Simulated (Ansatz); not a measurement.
LaCu$_{2}$Ge$_{2}$ in space group I4/mmm (No. 139; La on 2a, Cu on 4d, Ge on 4e), the program Ansatz at the PBE level (PAW), all energies at zero smearing, with the estimated change up to a 700 eV cutoff added, with one set of potentials and settings (totals compare only within such a set). Cell of 5 atoms (1 La, 2 Cu, 2 Ge): -28093.217 eV.

```tsv
element	reference phase	E (eV/atom)
La	P6_3/mmc, 4 atoms in the cell	-6250.0953
Cu	Fm-3m, 1 atoms in the cell	-6625.1757
Ge	Fd-3m, 2 atoms in the cell	-4294.9847
```

Formation energy per atom, worked out: (-28093.217 − 1×(-6250.0953) − 2×(-6625.1757) − 2×(-4294.9847))/5 = -0.560 eV/atom (-54 kJ per mol of atoms), at 0 K, without zero-point energy or fitted corrections.

The first step of the workflow began from a Materials Project structure, measured or hypothetical; the Crystallography Open Database copy checked does not list it. Its standing as an ambient phase is unchecked. The cell was relaxed with PBE under the symmetry of its start; its stability against distortions is not shown here. No spin polarisation was allowed. The references are the lowest solids computed at this level, not always the standard phases. Scalar-relativistic: spin–orbit coupling is off unless named, which matters more the heavier the elements.

Potentials: the later of the program's two PAW sets.
